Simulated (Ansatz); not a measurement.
According to plane-wave PAW r²SCAN (Ansatz code), MoPd in the L1₀ or tetragonal B2 structure (P4/mmm) relaxes to a = 2.695 Å, c = 4.125 Å. Pd has 12 nearest neighbours from 2.70 Å (cuboctahedral); Mo has 12 nearest neighbours from 2.70 Å (cuboctahedral). Its formation energy from the elements is 0.053 eV/atom, with no fitted shifts.

Electronic character: metallic (no gap). Gap from r²SCAN with spin–orbit coupling: none (metallic).

An equation-of-state fit gives a bulk modulus of 247 GPa. The relaxed-ion elastic constants in GPa are C11 = 495, C12 = 77.3, C13 = 175, C33 = 376, C44 = 144, C66 = 35.5. The elastic constants imply a Debye temperature near 419 K. Bader charges are Pd -0.60, Mo +0.60 e.

The start of the workflow was typed in or built on a structure type; neither database checked (COD, Materials Project) lists it. Whether it is the stable phase at ambient conditions was not checked. The r²SCAN relaxation kept the symmetry of its start; its stability against distortions is not shown here. No spin polarisation was allowed. As this level gives no gap, shear constants depend on the k-mesh and smearing (Fermi–Dirac, 0.1 eV here). Axis ratios of metals converge slowly with the k-mesh, so a and c are less sure than the volume. The references are the lowest solids computed at this level, not always the standard phases. Scalar-relativistic: spin–orbit coupling is off unless named, which matters more the heavier the elements.

Potentials: the later of the program's two PAW sets.
